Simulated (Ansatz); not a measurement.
According to PBE in the plane-wave PAW code Ansatz, Ta in the diamond structure (Fd-3m) relaxes to a = 6.103 Å. Ta has 4 nearest neighbours from 2.64 Å (tetrahedral).

Electronic character: metallic (no gap). Gap from PBE with spin–orbit coupling: none (metallic).

An equation-of-state fit gives a bulk modulus of 70.3 GPa.

The start of the workflow was typed in or built on a structure type; neither database checked (COD, Materials Project) lists it. It is not the phase usual at ambient conditions (space group No. 229). Symmetry was held in the PBE relaxation; its stability against distortions is not shown here. No spin polarisation was allowed. Spin–orbit coupling is left out wherever it is not named.

Potentials: the later of the program's two PAW sets.
